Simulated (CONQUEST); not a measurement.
Set-up for a self-consistent single point of InAs (F-43m, 8 atoms in the cell; from Materials Project mp-20305, changed as shown).

```yaml
crystal:
  lattice:
    - [5.98498, 0.00000, 0.00000]
    - [0.00000, 5.98498, 0.00000]
    - [0.00000, 0.00000, 5.98498]
  atoms:
    - { symbol: In, position: [0.25000, 0.25000, 0.25000] }
    - { symbol: In, position: [0.25000, 0.75000, 0.75000] }
    - { symbol: In, position: [0.75000, 0.25000, 0.75000] }
    - { symbol: In, position: [0.75000, 0.75000, 0.25000] }
    - { symbol: As, position: [0.00000, 0.00000, 0.00000] }
    - { symbol: As, position: [0.00000, 0.50000, 0.50000] }
    - { symbol: As, position: [0.50000, 0.00000, 0.50000] }
    - { symbol: As, position: [0.50000, 0.50000, 0.00000] }
```

Computed with PBE, numerical atomic orbitals double-zeta with polarisation (the shipped basis), PseudoDojo norm-conserving potentials made for PBE in CONQUEST 1.3.

CONQUEST settings:

basis: DZP
Diag.MPMeshX, Y, Z: 4 4 4
potentials: PseudoDojo norm-conserving PBE
Grid.GridCutoff: 175 Ha
DM.SolutionMethod: diagon
Diag.kT: 0.003675 Ha
Diag.GammaCentred: true
minE.SCTolerance: 1.0e-06
SC.MaxIters: 100
SC.LinearMixingFactor: 0.3
SC.KerkerPreCondition: true
SC.KerkerFactor: 0.1 1/bohr
AtomMove.TypeOfRun: static

Results:

| Item | Result |
|---|---|
| Number of valence electrons | 112 |
| Number of bands | 144 |
| Number of k-points after the program's reduction | 51 |
| Size of the basis | 144 |
| Number of SCF iterations | 7 |
| FFT grid | 72 × 72 × 72 |
| Free energy E − TS | -18777.1504 eV |
| Fermi level (on the code's own zero) | -4.61 eV |
| Pressure | 6.70 GPa |

Stress (GPa, positive for compression):
```
6.70  0.00  0.00
0.00  6.70  0.00
0.00  0.00  6.70
```

For comparison: a first run was changed to give this one (lattice scaled by 0.98), and from it to this one the free energy goes up by 46.8 meV/atom and the pressure goes from 2.55 to 6.70 GPa.

The program uses no crystal symmetry, so grid and mesh can part values that symmetry would make equal. The atom-centred basis is finite, which shifts total energies and pressures against plane waves. The structure comes from a collection of computed structures, made at another level of theory; the collection holds predicted forms beside known ones. No clean gap shows at this smearing width and mesh (spacing up to 0.26 Å⁻¹); the mesh is coarse for partly filled bands, so the values carry mesh errors. Semi-local functionals can close small gaps.

Cost on one core: very roughly 100 core-seconds.
